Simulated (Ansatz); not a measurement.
AlAg (rock salt, Fm-3m) at seven volumes, r²SCAN (plane waves, PAW; program Ansatz), scaled uniformly. One row is withheld.

```
V (Å³/atom)  P (GPa)
-----------  -------
17.557          8.28
18.136          5.00
18.715             ?
19.294          0.00
19.872         -1.89
20.451         -3.46
21.030         -4.76
```

Problem. Fit the shown pressures and predict the withheld one.

Solution. Third-order Birch–Murnaghan: P = (3/2)B₀(x^(7/2) − x^(5/2))[1 + (3/4)(B′ − 4)(x − 1)] with x = (V₀/V)^(2/3). Least squares on the six rows gives V₀ = 19.294 Å³/atom, B₀ = 68.91 GPa, B′ = 5.13. At V = 18.715, x = 1.0205 and P = 2.27 GPa. The run itself gave 2.27 GPa.

The start of the workflow was typed in or built on a structure type; neither database checked (COD, Materials Project) lists it. Its standing as an ambient phase is unchecked. The r²SCAN relaxation kept the symmetry of its start. At this level the phase is mechanically unstable. No spin polarisation was allowed. The volume moved by 21 % from the start of the relaxation. Its formation energy is positive at this level, so the cell may be metastable or incomplete.

Potentials: the earlier of the program's two PAW sets.
